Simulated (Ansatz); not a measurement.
A scan (energy against volume; even scaling of the relaxed cell, symmetry kept) gave these values. Level of theory: r2SCAN (plane waves to 500 eV, PAW, scalar-relativistic; Ansatz, a first-principles code).

The bulk modulus B₀ (third-order Birch-Murnaghan fit) comes out as 37.5 GPa. The pressure derivative B₀′ (fit) is 3.6. The equilibrium volume of the fit is 12.72 Å³/atom.

Q: Of these crystals, all scanned alike, which one is it?
A. CdSe (zinc blende)
B. ZnS (zinc blende)
C. NiO (rock salt)
D. KMgH₃ (cubic perovskite)

A: D, KMgH₃ (cubic perovskite). The others have, for the bulk modulus: NiO 215 GPa, CdSe 51.5 GPa, ZnS 78.6 GPa

All were relaxed with their symmetry unable to fall. NiO is run spin-polarised and with no Hubbard U; the real compound is an antiferromagnetic insulator, a state that this run doesn't describe. Relaxed NiO ends ferromagnetic. Other magnetic orders were not checked, so this need not be the ground state. (This holds for the magnetic or f-shell members.)

(A scan under strain: stresses follow from slopes of the energy per volume, elastic moduli from its curvatures.)
